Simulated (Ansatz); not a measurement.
## Relaxing titanium (dhcp)

Method: DFT, r2SCAN, plane waves (500 eV) with PAW, scalar-relativistic (Ansatz 0.2.0). The PAW files were generated under PBE, with cores re-solved for the functional.

k-point mesh 12×12×4, Fermi-Dirac smearing 0.1 eV, no spin polarisation. Cell and atoms relax.

Starting structure:

```cif
data_structure
_symmetry_space_group_name_H-M 'P 1'
_symmetry_Int_Tables_number 1
_cell_length_a 2.9229
_cell_length_b 2.9229
_cell_length_c 9.5463
_cell_angle_alpha 90.000
_cell_angle_beta 90.000
_cell_angle_gamma 120.000
_cell_volume 70.63
loop_
_atom_site_label
_atom_site_type_symbol
_atom_site_fract_x
_atom_site_fract_y
_atom_site_fract_z
_atom_site_occupancy
Ti1 Ti 0.00000 0.00000 0.00000 1
Ti2 Ti 0.00000 0.00000 0.50000 1
Ti3 Ti 0.33333 0.66667 0.25000 1
Ti4 Ti 0.66667 0.33333 0.75000 1
```

Question: What cell does the relaxation end in?

Answer: P6_3/mmc with a = 2.931 Å, c = 9.371 Å (c/a = 3.197); 17.43 Å³ per atom against 17.66 at the start (-1.3 %).

Question: How much energy does the relaxation gain?

Answer: 3.2 meV per atom.

Path of the relaxation (the plane waves are chosen anew near the end, which can shift the energy a little):

| step | E − E(final) (meV/atom) | V (Å³/atom) | P (GPa) | max force (eV/Å) |
| --- | --- | --- | --- | --- |
| 0 | 3.18 | 17.658 | -1.40 | 0.000 |
| 1 | 2.25 | 17.108 | 2.22 | 0.000 |
| 2 | -0.10 | 17.452 | -0.15 | 0.000 |
| 3 | -0.12 | 17.430 | 0.00 | 0.000 |
| 4 | 0.00 | 17.430 | -0.01 | 0.000 |
